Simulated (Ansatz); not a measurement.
## A trial form of CsH6

Theory: Ansatz, DFT PBE, scalar-relativistic, plane waves, PAW. Cutoff 420 eV, Gaussian smearing, Γ-centred meshes. Cell and atoms relax first on a coarse mesh and then on a finer one. In between, the cell is made exact in the group found at 0.06 Å. In metals the finer mesh still leaves noise of several meV/atom or more. The steps can't lower the symmetry of their start. No spin polarisation.

The cell of CsH6 is invented: random cell by space group and Wyckoff sites (P-62m, No. 189). The dimensions are guesses.

```
Cs H
1.0
     4.55180    0.00000    0.00000
    -2.27590    3.94197    0.00000
     0.00000    0.00000    5.35884
Cs H
1 6
Cartesian
  0.0000 0.0000 0.0000
  -0.0187 3.3802 2.6794
  -0.6421 2.2357 2.6794
  0.6608 2.2681 2.6794
  2.9367 1.6739 2.6794
  2.2572 0.5618 2.6794
  1.6338 1.7063 2.6794
```

Energies over the elements count from the elements' standard structures at the same level (H₂ as a molecule), with no fitted energy shifts.

Problem. Where does the relaxation end?

Solution. The symmetry stays P-62m (No. 189). The volume per atom grows by 153.1 %, from 13.7 to 34.8 Å³. The shortest distance goes from 1.12 Å (H–H) to 0.75 Å (H–H). The end holds H–H pairs as short as in free H₂ molecules (shortest 0.75 Å). The ratio c/a of the conventional cell changes by a factor of 1.41. The energy falls by about 0.39 eV/atom (the start's value is from the coarse mesh). The end is written in a standard setting, so origin, axes and order of atoms can differ from the start's. Conventional cell: a = 5.534 Å, c = 9.178 Å. Cs has 12 H at 4.95 Å and 6 Cs at 5.53 Å; H is surrounded by 1 H at 0.75 Å, 2 H at 2.67 Å, 1 H at 2.79 Å, 2 H at 3.04 Å, 2 H at 3.23 Å, 2 H at 3.41 Å, 1 H at 3.54 Å, 2 H at 3.78 Å, 2 H at 4.90 Å and 2 Cs at 4.95 Å.

```cif
data_structure
_symmetry_space_group_name_H-M 'P 1'
_symmetry_Int_Tables_number 1
_cell_length_a 5.5336
_cell_length_b 5.5336
_cell_length_c 9.1785
_cell_angle_alpha 90.000
_cell_angle_beta 90.000
_cell_angle_gamma 120.000
_cell_volume 243.40
loop_
_atom_site_label
_atom_site_type_symbol
_atom_site_fract_x
_atom_site_fract_y
_atom_site_fract_z
_atom_site_occupancy
Cs1 Cs 0.00000 0.00000 0.00000 1
H1 H 0.29138 0.92167 0.50000 1
H2 H 0.07833 0.36971 0.50000 1
H3 H 0.63029 0.70862 0.50000 1
H4 H 0.92167 0.29138 0.50000 1
H5 H 0.36971 0.07833 0.50000 1
H6 H 0.70862 0.63029 0.50000 1
```

Problem. Give its energy and gap.

Solution. The energy over the elements is +0.02 eV/atom and the gap on the 12×12×4 mesh of the 7-atom cell is 0 eV (a metal).

The formation energy is too near zero to say whether this cell lies below the elements.

The last run used Gaussian smearing of 0.10 eV. For metals, differences of a few meV/atom aren't resolved. Weakly bound directions are ill-defined at this level, which has no dispersion term. The cell is a metal run without spin; a magnetic state may lie lower. With hydrogen, zero-point motion can shift formation energies by some tens of meV/atom. Symmetry constrained the relaxation, so the result can be a saddle point.
